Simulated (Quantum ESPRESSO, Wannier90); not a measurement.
# BN (Fmm2), plane waves to Wannier functions

Structure: Materials Project mp-685145, symmetrised, not relaxed again. Not found in the COD (Crystallography Open Database) copy used, which has the formula in other groups; not checked further. Level: PBEsol, no spin polarisation, no spin-orbit coupling; pw.x of Quantum ESPRESSO at 68 Ry with PseudoDojo potentials, 12×12×12 k-points, Wannier90. Density: 14×14×14 mesh, cold smearing 0.01 Ry. The cell is built of weakly bound layers, chains or molecules, whose nearest atoms lie 3.57 Å apart. Database cells relaxed without dispersion often hold them too far apart, which can enlarge gaps and weakens couplings between them; spacing and stacking were not compared with the measured crystal.

On the energy scale of pw.x, whose zero is arbitrary, the valence-band maximum lies at 4.31 eV.

Input w.win:

```
num_bands = 3
num_wann = 3
exclude_bands = 1,5-15
num_iter = 800
conv_tol = 1.0e-7
conv_window = 4
write_hr = true
write_u_matrices = true
auto_projections = true
begin unit_cell_cart
ang
   -1.2516300000    0.0000000000   -2.1660900000
   -1.2516300000    0.0000000000    2.1660900000
    1.2516300000    3.4953150000    0.0000000000
end unit_cell_cart
begin atoms_frac
B   -0.0000500000  0.0000500000  0.0000000000
N    0.3333500000 -0.3333500000  0.0000000000
end atoms_frac
mp_grid = 12 12 12
begin kpoints
0.0000000000 0.0000000000 0.0000000000
0.0000000000 0.0000000000 0.0833333333
0.0000000000 0.0000000000 0.1666666667
... (1725 more lines: the 12x12x12 mesh through Gamma)
end kpoints
```

Input of pw2wannier90.x that gives the overlap and projection files (equivalent; here they were cut from one run over all bands):

```
&inputpp
  outdir = './out'
  prefix = 'pwscf'
  seedname = 'w'
  write_amn = .true.
  write_mmn = .true.
  atom_proj = .true.
  atom_proj_exclude = 1 2 3 4 5
/
```

Output w.wout (banner and timings cut):

```
                                    ------
                                    SYSTEM
                                    ------

                              Lattice Vectors (Ang)
                    a_1    -1.251630   0.000000  -2.166090
                    a_2    -1.251630   0.000000   2.166090
                    a_3     1.251630   3.495315   0.000000

                   Unit Cell Volume:      18.95260  (Ang^3)

                        Reciprocal-Space Vectors (Ang^-1)
                    b_1    -2.510001   0.898801  -1.450352
                    b_2    -2.510001   0.898801   1.450352
                    b_3     0.000000   1.797602   0.000000

 *----------------------------------------------------------------------------*
 |   Site       Fractional Coordinate          Cartesian Coordinate (Ang)     |
 +----------------------------------------------------------------------------+
 | b    1  -0.00005   0.00005   0.00000   |    0.00000   0.00000   0.00022    |
 | n    1   0.33335  -0.33335   0.00000   |    0.00000   0.00000  -1.44413    |
 *----------------------------------------------------------------------------*
                                ------------
                                K-POINT GRID
                                ------------

             Grid size = 12 x 12 x 12      Total points = 1728

 *---------------------------------- MAIN ------------------------------------*
 |  Number of Wannier Functions               :                 3             |
 |  Number of Objective Wannier Functions     :                 3             |
 |  Number of input Bloch states              :                 3             |
 |  Output verbosity (1=low, 5=high)          :                 1             |
 |  Timing Level (1=low, 5=high)              :                 1             |
 |  Optimisation (0=memory, 3=speed)          :                 3             |
 |  Length Unit                               :               Ang             |
 |  Post-processing setup (write *.nnkp)      :                 F             |
 |  Using Gamma-only branch of algorithms     :                 F             |
 *----------------------------------------------------------------------------*
 *------------------------------- WANNIERISE ---------------------------------*
 |  Total number of iterations                :               800             |
 |  Number of CG steps before reset           :                 5             |
 |  Trial step length for line search         :             2.000             |
 |  Convergence tolerence                     :         0.100E-06             |
 |  Convergence window                        :                 4             |
 |  Iterations between writing output         :                 1             |
 |  Iterations between backing up to disk     :               100             |
 |  Write r^2_nm to file                      :                 F             |
 |  Write xyz WF centres to file              :                 F             |
 |  Write on-site energies <0n|H|0n> to file  :                 F             |
 |  Use guiding centre to control phases      :                 F             |
 |  Use phases for initial projections        :                 F             |
 *----------------------------------------------------------------------------*
 *-------------------------------- PLOTTING ----------------------------------*
 |  Plotting Hamiltonian in WF basis          :                 T             |
 *----------------------------------------------------------------------------*

       ... (k-mesh section left out)

 Starting a new Wannier90 calculation ...

 Reading overlaps from w.mmn

 Reading projections from w.amn

 *------------------------------- WANNIERISE ---------------------------------*
 +--------------------------------------------------------------------+<-- CONV
 | Iter  Delta Spread     RMS Gradient      Spread (Ang^2)            |<-- CONV
 +--------------------------------------------------------------------+<-- CONV

 ------------------------------------------------------------------------------
 Initial State
  WF centre and spread    1  ( -0.000000,  0.000000, -1.333532 )     1.05979264
  WF centre and spread    2  ( -0.000000,  0.000000, -1.554265 )     1.05895408
  WF centre and spread    3  (  0.000000,  0.000000, -1.444916 )     1.42958707
  Sum of centres and spreads ( -0.000000,  0.000000, -4.332712 )     3.54833379

      0     0.355E+01     0.0000000000        3.5483337917  <-- CONV
        O_D=      0.0504713 O_OD=      0.0898531 O_TOT=      3.5483338 <-- SPRD
 ------------------------------------------------------------------------------
      1    -0.127E-01     0.0234701512        3.5356771400  <-- CONV
        O_D=      0.0436933 O_OD=      0.0839744 O_TOT=      3.5356771 <-- SPRD
      2    -0.484E-02     0.0191870128        3.5308376700  <-- CONV
        O_D=      0.0413341 O_OD=      0.0814941 O_TOT=      3.5308377 <-- SPRD
      3    -0.255E-02     0.0152512738        3.5282845756  <-- CONV
        O_D=      0.0400570 O_OD=      0.0802182 O_TOT=      3.5282846 <-- SPRD
      4    -0.123E-02     0.0129088132        3.5270554314  <-- CONV
        O_D=      0.0393028 O_OD=      0.0797432 O_TOT=      3.5270554 <-- SPRD
      5    -0.709E-03     0.0117850994        3.5263464155  <-- CONV
        O_D=      0.0388092 O_OD=      0.0795278 O_TOT=      3.5263464 <-- SPRD
       ... (lines left out)
     22    -0.245E-07     0.0000641474        3.5257491554  <-- CONV
        O_D=      0.0383570 O_OD=      0.0793827 O_TOT=      3.5257492 <-- SPRD
     23    -0.129E-07     0.0000528235        3.5257491425  <-- CONV
        O_D=      0.0383569 O_OD=      0.0793828 O_TOT=      3.5257491 <-- SPRD
     24    -0.736E-11     0.0000314065        3.5257491425  <-- CONV
        O_D=      0.0383569 O_OD=      0.0793828 O_TOT=      3.5257491 <-- SPRD
             <<<     Delta < 1.000E-07  over  4 iterations     >>>
             <<< Wannierisation convergence criteria satisfied >>>
 Final State
  WF centre and spread    1  ( -0.000000,  0.000000, -1.328205 )     1.05134942
  WF centre and spread    2  ( -0.000000,  0.000000, -1.559488 )     1.05073119
  WF centre and spread    3  (  0.000000,  0.000000, -1.444917 )     1.42366853
  Sum of centres and spreads ( -0.000000,  0.000000, -4.332611 )     3.52574914

         Spreads (Ang^2)       Omega I      =     3.408009451
        ================       Omega D      =     0.038356939
                               Omega OD     =     0.079382752
    Final Spread (Ang^2)       Omega Total  =     3.525749143
```
